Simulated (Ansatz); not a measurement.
TePb (zinc blende, space group No. 216) at seven volumes, the program Ansatz at the HSE06 level (PAW), scaled uniformly. One row is withheld.

| V (Å³/atom) | P (GPa) |
|---|---|
| 44.064 | 3.03 |
| 45.517 | 1.86 |
| 46.970 | 0.85 |
| 48.422 | -0.01 |
| 49.875 | ? |
| 51.328 | -1.37 |
| 52.780 | -1.91 |

Question: Fit the shown pressures and predict the withheld one.

Answer: P = (3/2)B₀(x^(7/2) − x^(5/2))[1 + (3/4)(B′ − 4)(x − 1)] with x = (V₀/V)^(2/3). Least squares on the six rows gives V₀ = 48.409 Å³/atom, B₀ = 26.5 GPa, B′ = 4.19. At V = 49.875, x = 0.9803 and P = -0.74 GPa. The run itself gave -0.74 GPa.

Space group F-43m (zinc blende). A made-up cell: these elements were put on the sites of a structure type; neither database checked (COD, Materials Project) lists it. It is not the phase usual at ambient conditions (space group No. 225). The cell was relaxed with HSE06 under the symmetry of its start; whether a distortion lowers the energy is not shown. Scalar-relativistic: spin–orbit coupling is off unless named, which matters more the heavier the elements.

Potentials: the later of the program's two PAW sets.
